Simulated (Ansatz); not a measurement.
## Mn (omega (AlB2-type)): energy against volume

The calculation used DFT, r2SCAN, plane waves (500 eV) with PAW, scalar-relativistic in Ansatz. The PAW files were generated under PBE, with cores re-solved for the functional.

The cell is scaled uniformly from the relaxed one, with fractional coordinates and shape fixed. Energies are extrapolated to zero smearing, pressures are those at the given smearing. Magnetic state: ferromagnetic.

A Birch-Murnaghan fit gives V₀ = 15.46 Å³/atom, B₀ = 74 GPa, B₀′ = 6.0.

Question: What are the energy above the minimum and the pressure at 13.603 Å³/atom?

Answer: 69.3 meV/atom and 13.43 GPa as computed.

Question: What are the energy above the minimum and the pressure at 16.076 Å³/atom?

Answer: 5.0 meV/atom and -2.19 GPa as computed.

Question: What are the energy above the minimum and the pressure at 16.694 Å³/atom?

Answer: 18.0 meV/atom and -4.60 GPa as computed.
